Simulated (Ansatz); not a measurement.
AgBr (rock salt, Fm-3m), PBE in the plane-wave PAW code Ansatz. The conduction-band minimum lies at Γ, with 1 equivalent valley. Second derivatives d²E/dk² of the lowest band at one valley (eV·Å²), along Cartesian directions:

```tsv
direction	d²E/dk²
[100]	39.28
[010]	39.28
[001]	39.28
[110]	39.26
[101]	39.26
[011]	39.26
```

Question: Find the principal effective masses, the density-of-states mass and the conductivity mass.

Answer: Off-diagonal terms follow from H_xy = H[110] − (H_xx + H_yy)/2, and m*/mₑ = 7.620 eV·Å² over each eigenvalue: 0.19, 0.19, 0.19. One valley's DOS mass (m₁m₂m₃)^(1/3) = 0.19, conductivity mass 3/(Σ 1/mᵢ) = 0.19 mₑ.

Question: What effective density of states Nc follows at 300 K for parabolic valleys?

Answer: Nc = 2.509e19 × 1 × (0.19)^(3/2) ≈ 2.1e18 cm⁻³.

Question: With the computed static dielectric constant 17.1 (mean of the diagonal), estimate a hydrogenic donor's binding energy and radius.

Answer: E = 13.606 eV × 0.19/17.1² ≈ 8.8 meV; a = 0.529 Å × ε/m* ≈ 48 Å. Semilocal masses tend to be too small where the gap is.

Question: With ε∞ = 5.92 and ω_LO = 115 cm⁻¹, what Fröhlich coupling constant follows?

Answer: α = (1/ε∞ − 1/ε0) √(m* × 13.606 eV/ħω_LO) = 1.5.

The cell was relaxed with PBE under the symmetry of its start; phonons on a q-mesh show no instability. No spin polarisation was allowed. Spin–orbit coupling is left out wherever it is not named.

Potentials: the later of the program's two PAW sets.
